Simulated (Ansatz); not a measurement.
Mo₃Ir (Cu3Au type, space group No. 221) under volume change, the program Ansatz at the r²SCAN level (PAW), scaled uniformly.

| V (Å³/atom) | E − E(relaxed) (meV/atom) | P (GPa) |
|---|---|---|
| 13.878 | 132.2 | 33.54 |
| 14.336 | 55.5 | 20.52 |
| 14.793 | 13.2 | 9.46 |
| 15.251 | 0.0 | 0.00 |
| 15.708 | 11.9 | -8.09 |
| 16.166 | 45.1 | -14.99 |
| 16.623 | 96.5 | -20.86 |

### Question
What does a third-order Birch–Murnaghan fit give for V₀, B₀ and B′?

### Answer
V₀ = 15.25 Å³/atom, B₀ = 291 GPa, B′ = 4.3.

Space group Pm-3m (Cu3Au type). The cell is a constructed one: a structure type filled with these elements; neither database checked (COD, Materials Project) lists it. Whether it is the stable phase at ambient conditions was not checked. Symmetry was held in the r²SCAN relaxation; its stability against distortions is not shown here. The run is not spin-polarised. Spin–orbit coupling is left out wherever it is not named.

Potentials: the earlier of the program's two PAW sets.
